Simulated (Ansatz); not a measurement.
# Run times of several calculations on Na2Se2O7

Cell: 22 atoms, space group P-1, a = 6.940 Å, b = 6.949 Å, c = 7.046 Å, α = 82.50°, β = 65.27°, γ = 82.05°.

All runs are DFT with Ansatz 0.2.0 on 2 threads of Arm Neoverse N1 (aarch64; 36 cores open to the job, memory cap 5.0 GiB, no GPU), a shared host.

(1) Rank the runs by wall time, shortest first.
A. relaxation of the ions, PBE, 420 eV, 4×3×3 k-points, smearing 0.02 eV
B. single point at relaxed positions, r2SCAN, 500 eV, 4×3×3 k-points, smearing 0.02 eV
C. single point, PBE, 420 eV, 4×3×3 k-points, smearing 0.02 eV

Answers

(1) C (63 s, 0.98 GiB), B (2.4 min, 1.7 GiB), A (4 min, 1 GiB).
